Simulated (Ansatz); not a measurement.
Ga in space group Cmcm (No. 63; Ga on 8g) at seven volumes, the program Ansatz at the PBEsol level (PAW), shape and atoms relaxed at each. One row is withheld.

| V (Å³/atom) | P (GPa) |
|---|---|
| 18.076 | 6.06 |
| 18.672 | 3.71 |
| 19.268 | 1.69 |
| 19.864 | 0.01 |
| 20.460 | -1.41 |
| 21.056 | ? |
| 21.652 | -3.55 |

Task: Fit the shown pressures and predict the withheld one.

Result: P = (3/2)B₀(x^(7/2) − x^(5/2))[1 + (3/4)(B′ − 4)(x − 1)] with x = (V₀/V)^(2/3). Least squares on the six rows gives V₀ = 19.869 Å³/atom, B₀ = 51.0 GPa, B′ = 4.86. At V = 21.056, x = 0.9621 and P = -2.57 GPa. The run itself gave -2.58 GPa.

The workflow started from a Materials Project entry (that database holds measured and hypothetical structures alike); the Crystallography Open Database files this formula in space group No. 63, but the cells were not matched. It is not the phase usual at ambient conditions (space group No. 64). Symmetry was held in the PBEsol relaxation; of distortions, only those at the zone centre were tested.

Potentials: the later of the program's two PAW sets.
